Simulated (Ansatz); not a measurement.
Band table of HfRu

```
Hf Ru
1.0
     2.47748    0.00000    0.00000
     0.00000    2.47748    0.00000
     0.00000    0.00000    2.47748
Hf Ru
1 1
Cartesian
  0.0000 0.0000 0.0000
  1.2387 1.2387 1.2387
```

The base volume is that of a database entry, with shape and atoms relaxed on PAW files at held volume, so it needn't be at zero pressure; the structure needn't be the stable phase, at rest or compressed.

Computed with Ansatz 0.2.0; functional PBEsol, scalar-relativistic. Settings: a Γ-centred 11×11×11 k mesh, Fermi–Dirac smearing of 0.05 eV, no spin polarisation. Methods: LAPW: all electrons, basis error target 1 meV/atom.

This run: volume at 0.45 of the series' base cell.

Spin–orbit coupling is left out, which matters for the heavy atoms.

Path points, in fractions of the reciprocal vectors: Γ (0.000, 0.000, 0.000), X (0.000, 0.500, 0.000), M (0.500, 0.500, 0.000), R (0.500, 0.500, 0.500). The distance column jumps between branches of the path. Levels in eV from the Fermi level; bands 27 to 44, counted from the lowest band of the run. The gap is zero, the pressure 805.6 GPa.

```
# k(1/Å) point b27 b28 b29 b30 b31 b32 b33 b34 b35 b36 b37 b38 b39 b40 b41 b42 b43 b44
0.000 Γ -14.86 -14.86 -12.54 -12.54 -12.54 -12.34 -12.19 -12.19 -12.19 -8.83 -5.31 -5.31 -5.31 2.47 2.47 11.82 11.82 11.82
0.211 - -14.79 -14.42 -12.54 -12.54 -12.46 -12.37 -12.20 -12.20 -12.17 -8.39 -5.27 -5.27 -5.16 1.74 2.74 10.27 10.27 11.33
0.423 - -14.60 -13.34 -12.54 -12.54 -12.45 -12.22 -12.21 -12.21 -11.94 -7.20 -5.11 -5.11 -4.73 0.00 3.58 7.61 7.61 10.07
0.634 - -14.38 -12.72 -12.55 -12.55 -12.55 -12.21 -12.21 -11.72 -10.63 -5.71 -4.79 -4.79 -4.08 -2.11 4.98 5.03 5.03 8.48
0.845 - -14.20 -12.65 -12.64 -12.57 -12.57 -12.18 -12.18 -10.91 -8.46 -4.45 -4.30 -4.30 -4.24 -3.32 2.79 2.79 6.67 6.92
1.057 - -14.10 -12.70 -12.65 -12.58 -12.58 -12.14 -12.14 -9.81 -6.25 -6.16 -3.92 -3.69 -3.69 -2.64 1.09 1.09 5.72 7.68
1.268 X -14.07 -12.73 -12.65 -12.59 -12.59 -12.13 -12.13 -8.91 -7.34 -4.79 -4.32 -3.35 -3.35 -2.36 0.37 0.37 5.25 7.76
1.479 - -13.96 -12.71 -12.64 -12.62 -12.57 -12.16 -12.13 -8.92 -7.33 -5.04 -4.99 -4.03 -3.75 -1.97 0.50 2.01 6.03 8.23
1.691 - -13.70 -12.69 -12.67 -12.62 -12.53 -12.22 -12.13 -9.23 -8.32 -5.69 -5.52 -5.13 -3.85 -0.12 0.78 4.68 7.80 9.29
1.902 - -13.40 -12.75 -12.60 -12.59 -12.45 -12.27 -12.12 -10.11 -9.66 -7.37 -7.13 -4.23 -1.34 1.10 1.79 7.50 9.77 10.15
2.113 - -13.14 -12.74 -12.56 -12.49 -12.34 -12.30 -12.12 -11.16 -10.80 -8.68 -8.52 -2.50 1.44 1.55 3.90 10.11 10.17 11.51
2.325 - -12.93 -12.67 -12.55 -12.36 -12.33 -12.21 -12.10 -11.99 -11.59 -9.55 -9.49 -0.63 1.85 3.76 6.51 8.96 11.52 12.27
2.536 M -12.77 -12.59 -12.59 -12.33 -12.33 -12.30 -12.15 -12.08 -11.92 -9.86 -9.86 0.19 2.25 4.61 8.01 8.01 11.33 13.12
2.835 - -13.03 -12.62 -12.58 -12.42 -12.37 -12.23 -12.12 -11.69 -11.35 -9.56 -8.86 -1.30 1.10 3.47 6.85 7.57 11.04 11.74
3.134 - -13.28 -12.59 -12.56 -12.56 -12.46 -12.36 -12.16 -10.55 -10.30 -8.79 -6.40 -4.56 -0.53 2.01 4.79 4.88 7.07 12.44
3.433 - -13.52 -12.64 -12.59 -12.50 -12.49 -12.46 -12.18 -10.77 -8.80 -8.14 -7.73 -3.43 -0.44 0.37 2.38 3.42 3.73 11.89
3.732 - -13.92 -13.01 -12.52 -12.51 -12.47 -12.37 -12.20 -11.80 -11.05 -7.60 -6.59 -3.50 -2.95 0.63 2.73 4.41 4.79 11.55
4.031 - -14.55 -14.18 -12.53 -12.50 -12.43 -12.40 -12.22 -12.20 -12.10 -8.06 -5.67 -5.15 -4.58 1.65 2.50 8.68 9.03 11.61
4.329 Γ -14.86 -14.86 -12.54 -12.54 -12.54 -12.34 -12.19 -12.19 -12.19 -8.83 -5.31 -5.31 -5.31 2.47 2.47 11.82 11.82 11.82
4.695 - -14.15 -14.15 -12.51 -12.44 -12.44 -12.43 -12.25 -12.08 -12.08 -7.73 -5.65 -5.65 -3.87 1.96 1.96 6.69 10.26 10.26
5.062 - -13.21 -13.21 -12.66 -12.45 -12.38 -12.38 -12.32 -10.58 -10.58 -6.52 -6.52 -6.04 -2.40 1.91 1.91 3.30 8.02 8.02
5.428 - -12.81 -12.81 -12.80 -12.40 -12.40 -12.38 -12.37 -8.12 -8.12 -7.50 -6.60 -6.60 -3.38 3.25 3.25 6.04 6.04 9.29
5.794 - -12.58 -12.48 -12.48 -12.43 -12.39 -12.39 -12.29 -9.42 -7.39 -7.39 -4.25 -4.25 -1.73 3.70 3.70 6.41 6.41 15.55
6.160 - -12.45 -12.41 -12.41 -12.39 -12.25 -12.25 -12.23 -7.60 -5.87 -5.87 -2.96 -2.96 -1.36 1.60 1.60 10.17 10.17 18.49
6.526 R -12.47 -12.41 -12.41 -12.41 -12.21 -12.21 -12.21 -3.89 -3.89 -3.89 -3.72 -3.72 -3.72 0.55 0.55 12.31 12.31 17.77
6.825 - -12.46 -12.41 -12.41 -12.39 -12.25 -12.23 -12.22 -6.58 -6.40 -4.88 -3.94 -1.98 -1.50 1.00 1.39 10.27 11.52 18.73
7.124 - -12.48 -12.43 -12.42 -12.40 -12.40 -12.27 -12.23 -8.87 -8.51 -6.56 -4.50 -2.04 -0.15 2.31 2.45 6.34 10.21 17.77
7.422 - -12.76 -12.68 -12.53 -12.46 -12.46 -12.26 -12.23 -9.66 -9.28 -7.90 -5.26 -2.77 -0.14 2.37 2.47 3.33 9.58 15.43
7.721 - -13.32 -12.78 -12.61 -12.59 -12.52 -12.22 -12.20 -8.62 -8.47 -8.43 -6.12 -3.46 -1.04 -0.82 1.64 3.59 8.75 12.14
8.020 - -13.85 -12.70 -12.65 -12.63 -12.57 -12.17 -12.15 -8.87 -6.95 -6.32 -5.92 -3.69 -2.75 -2.17 0.74 2.49 6.67 8.88
8.319 X -14.07 -12.73 -12.65 -12.59 -12.59 -12.13 -12.13 -8.91 -7.34 -4.79 -4.32 -3.35 -3.35 -2.36 0.37 0.37 5.25 7.76
10.112 R -12.47 -12.41 -12.41 -12.41 -12.21 -12.21 -12.21 -3.89 -3.89 -3.89 -3.72 -3.72 -3.72 0.55 0.55 12.31 12.31 17.77
10.324 - -12.46 -12.41 -12.41 -12.39 -12.23 -12.23 -12.21 -5.51 -5.51 -4.97 -4.20 -1.88 -1.88 0.52 1.11 10.99 12.24 18.28
10.535 - -12.44 -12.43 -12.43 -12.36 -12.27 -12.27 -12.20 -7.10 -6.97 -6.97 -5.56 0.25 0.25 0.46 1.86 8.71 12.05 19.04
10.746 - -12.48 -12.48 -12.42 -12.31 -12.31 -12.30 -12.18 -9.28 -8.16 -8.16 -7.52 0.37 2.22 2.52 2.52 6.82 11.80 17.49
10.958 - -12.53 -12.53 -12.41 -12.33 -12.33 -12.25 -12.17 -11.08 -9.60 -9.07 -9.07 0.28 2.30 4.84 4.84 5.55 11.56 15.79
11.169 - -12.58 -12.58 -12.50 -12.33 -12.33 -12.19 -12.16 -12.16 -11.22 -9.65 -9.65 0.21 2.27 4.84 6.95 6.95 11.39 14.04
11.380 M -12.77 -12.59 -12.59 -12.33 -12.33 -12.30 -12.15 -12.08 -11.92 -9.86 -9.86 0.19 2.25 4.61 8.01 8.01 11.33 13.12
```
